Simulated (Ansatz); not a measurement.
**Question.** Cl (molecular I2 type, Cmce) is relaxed with PBE+D3(BJ) (plane waves, PAW; program Ansatz). What lattice parameters of the conventional cell result?

**Answer.** a = 6.597 Å, b = 4.070 Å, c = 8.095 Å.

**Question.** Give the free coordinates with the occupied sites.

**Answer.** In one choice of origin and axes:

```csv
atom,site,symmetry,x,y,z
Cl,8f,m..,0.0000,0.3757,0.3911
```

**Question.** Is it a metal or does it have a gap at this level?

**Answer.** A gap of 2.19 eV, direct.

The PBE+D3(BJ) relaxation kept the symmetry of its start. The substance is a gas or liquid at ambient conditions; this is its low-temperature solid.

Potentials: the later of the program's two PAW sets.
